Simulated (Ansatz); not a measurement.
Co$_{3}$C in space group Fm-3m (No. 225; C on 4a, Co on 4b, Co on 8c), PBE in the plane-wave PAW code Ansatz, all energies at zero smearing, with the estimated change up to a 700 eV cutoff added, with one set of potentials and settings (totals compare only within such a set). Cell of 4 atoms (1 C, 3 Co): -15625.704 eV.

| element | reference phase | E (eV/atom) |
|---|---|---|
| C | P6_3/mmc, 4 atoms in the cell | -250.9463 |
| Co | P6_3/mmc, 2 atoms in the cell, spin-polarised | -5126.1613 |

Formation energy per atom, worked out: (-15625.704 − 1×(-250.9463) − 3×(-5126.1613))/4 = 0.932 eV/atom (90 kJ per mol of atoms), at 0 K, without zero-point energy or fitted corrections.

A made-up cell: these elements were put on the sites of a structure type; neither database checked (COD, Materials Project) lists it. Its standing as an ambient phase is unchecked. Symmetry was held in the PBE relaxation; its stability against distortions is not shown here. Magnetic state: ferromagnetic, the only order run, not a proven ground state. The references are the lowest solids computed at this level, not always the standard phases.

Potentials: the earlier of the program's two PAW sets.
